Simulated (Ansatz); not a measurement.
GaAs (zinc blende, space group No. 216), r²SCAN (plane waves, PAW; program Ansatz). The conduction-band minimum lies at Γ, with 1 equivalent valley. Second derivatives d²E/dk² of the lowest band at one valley (eV·Å²), along Cartesian directions:

| direction | d²E/dk² |
|---|---|
| [100] | 148.9 |
| [010] | 148.9 |
| [001] | 148.9 |
| [110] | 148.5 |
| [101] | 148.5 |
| [011] | 148.5 |

Find the principal effective masses, the density-of-states mass and the conductivity mass.

Off-diagonal terms follow from H_xy = H[110] − (H_xx + H_yy)/2, and m*/mₑ = 7.620 eV·Å² over each eigenvalue: 0.051, 0.051, 0.051. One valley's DOS mass (m₁m₂m₃)^(1/3) = 0.051, conductivity mass 3/(Σ 1/mᵢ) = 0.051 mₑ.

What effective density of states Nc follows at 300 K for parabolic valleys?

Nc = 2.509e19 × 1 × (0.051)^(3/2) ≈ 2.9e17 cm⁻³.

With the computed static dielectric constant 13.6 (mean of the diagonal), estimate a hydrogenic donor's binding energy and radius.

E = 13.606 eV × 0.051/13.6² ≈ 3.8 meV; a = 0.529 Å × ε/m* ≈ 140 Å. Semilocal masses tend to be too small where the gap is.

With ε∞ = 11.6 and ω_LO = 287 cm⁻¹, what Fröhlich coupling constant follows?

α = (1/ε∞ − 1/ε0) √(m* × 13.606 eV/ħω_LO) = 0.055.

Space group F-43m (zinc blende). The r²SCAN relaxation kept the symmetry of its start; phonons on a q-mesh show no instability. Scalar-relativistic: spin–orbit coupling is off unless named, which matters more the heavier the elements.

Potentials: the later of the program's two PAW sets.
